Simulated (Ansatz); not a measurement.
W$_{2}$B under pressure: fit and missing row

W$_{2}$B, I4/mcm, a = 5.536 Å, c = 4.751 Å. The structure is a COD entry; whether it is the stable form wasn't checked. Ansatz: PBEsol, PAW, 420 eV, Γ-centred 10×10×10 mesh on 6 atoms, Gaussian smearing 0.10 eV; no spin polarisation. Cell and atoms are relaxed at each pressure, and no other structure is tried, so the rows at high pressure may lie past a change of phase.

```
V (Å³/atom) P (GPa)
     11.037    40.03
     11.524    19.99
     11.809     9.99
     11.966     4.99
     12.065     2.00
     12.134     0.00
          ?    -2.00
```

Task: Take V0 = 12.134 Å³/atom, fit the third-order Birch–Murnaghan form to the other rows, and predict the missing volume.

Result: With the Eulerian strain f = ½[(V0/V)^(2/3) − 1] and y = P/[3f(1 + 2f)^(5/2)], the form is the line y = B0 + 1.5 B0 (B0′ − 4) f. Rows (f, y): 0.03261, 349.4; 0.01749, 349.6; 0.00913, 348.6; 0.00467, 348.0; 0.00190, 347.6. Means f = 0.01316, y = 348.64; Σ(Δf)² = 0.0006122, ΣΔfΔy = 0.03624; the slope is their ratio. y = 347.9 + 59.21 f GPa, so B0 = 347.9 GPa and B0′ = 4 + 2 × (59.21)/(3 × 347.9) = 4.11. P = -2.00 GPa is met at f = -0.00194 (y = 347.79), so V = V0 (1 + 2f)^(−3/2) = 12.205 Å³/atom. The run gave 12.205 Å³/atom, the same to the digits shown.

Spin–orbit coupling is left out, which can shift energies with elements as heavy as these.